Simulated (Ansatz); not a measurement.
TiO$_{2}$:
```xyz
12
Lattice="4.4984 0.0000 0.0000 0.0000 5.4398 0.0000 0.0000 0.0000 4.8412" Properties=species:S:1:pos:R:3 pbc="T T T"
Ti     2.2492     3.6666     3.6309
Ti     2.2492     1.7732     1.2103
Ti     0.0000     4.4931     1.2103
Ti     0.0000     0.9467     3.6309
O      3.2768     3.3601     0.3942
O      1.2216     2.0797     4.4470
O      3.4708     4.7996     2.8148
O      1.0276     0.6402     2.0264
O      1.0276     4.7996     4.4470
O      3.4708     0.6402     0.3942
O      1.2216     3.3601     2.0264
O      3.2768     2.0797     2.8148
```

This is the LDA-relaxed structure. x, y and z are the axes in which the lattice vectors are written.

All from plane-wave PAW LDA (Ansatz code), unless another level is named. Predict the Poisson's ratio.

0.33.

Next, the elastic constants (relaxed ions, GPa)?

C11 = 347, C22 = 341, C33 = 394, C12 = 193, C13 = 192, C23 = 158, C44 = 91.3, C55 = 125, C66 = 84.2.

What about the highest zone-centre frequency (without LO–TO term)?

826 cm⁻¹.

Space group Pbcn. This is a known high-pressure phase of the composition, computed here at zero pressure and temperature. Symmetry was held in the LDA relaxation; of distortions, only those at the zone centre were tested. No spin polarisation was allowed.

Potentials: the later of the program's two PAW sets.
